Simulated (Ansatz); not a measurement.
MgO:
```
MgO
1.0
    3.45109     0.00000     0.00000
   -1.72555     2.98874     0.00000
    0.00000     0.00000     4.13767
Mg O
2 2
Cartesian
  1.72555   0.99625   3.10325
  0.00000   1.99249   1.03442
  1.72555   0.99625   1.03442
  0.00000   1.99249   3.10325
```

This is the LDA-relaxed structure.

Q: All from DFT-LDA in the program Ansatz with PAW potentials, unless another level is named. Estimate the electron effective mass.

A: 0.35, 0.35, 0.39 mₑ (principal values).

Q: Next, the formation energy from the elements (no fitted shifts)?

A: -2.83 eV/atom.

Q: Next, the band gap?

A: 3.49 eV (direct).

Space group P6_3/mmc. The first step of the workflow began from a Materials Project structure, measured or hypothetical; the Crystallography Open Database copy checked does not list it. It is not the phase usual at ambient conditions (space group No. 225). The LDA relaxation kept the symmetry of its start; phonons on a q-mesh show no instability. The references are the lowest solids computed at this level, not always the standard phases (solids in place of the gases).

Potentials: the later of the program's two PAW sets.
